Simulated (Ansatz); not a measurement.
BaCuSF:
```
BaCuSF
1.0
    4.09287     0.00000     0.00000
    0.00000     4.09287     0.00000
    0.00000     0.00000     9.06821
Ba Cu S F
2 2 2 2
Direct
  0.00000   0.50000   0.82095
  0.50000   0.00000   0.17905
  0.50000   0.50000   0.50000
  0.00000   0.00000   0.50000
  0.00000   0.50000   0.35675
  0.50000   0.00000   0.64325
  0.50000   0.50000   0.00000
  0.00000   0.00000   0.00000
```

This is the r²SCAN-relaxed structure. x, y and z are the axes in which the lattice vectors are written.

### Question
All from r²SCAN (plane waves, PAW; program Ansatz), unless another level is named. Give the hole effective mass with spin–orbit coupling.

### Answer
0.76, 0.76, 28 mₑ (principal values).

### Question
Give the electron effective mass with spin–orbit coupling.

### Answer
0.36, 0.36, 1.6 mₑ (principal values).

### Question
What about the hole effective mass, band 2 of 2 at the edge?

### Answer
2.4 along x, 27 along z (mₑ).

### Question
What about the valence-band maximum?

### Answer
at Γ.

Space group P4/nmm. The workflow started from a Materials Project entry (that database holds measured and hypothetical structures alike); the Crystallography Open Database copy checked does not list it. Its standing as an ambient phase is unchecked. Symmetry was held in the r²SCAN relaxation; its stability against distortions is not shown here. No spin polarisation was allowed. No Hubbard U is applied. Spin–orbit coupling is left out wherever it is not named.

Potentials: the later of the program's two PAW sets.

Edges and masses are those of Kohn–Sham bands, whose gap is no quasiparticle gap.
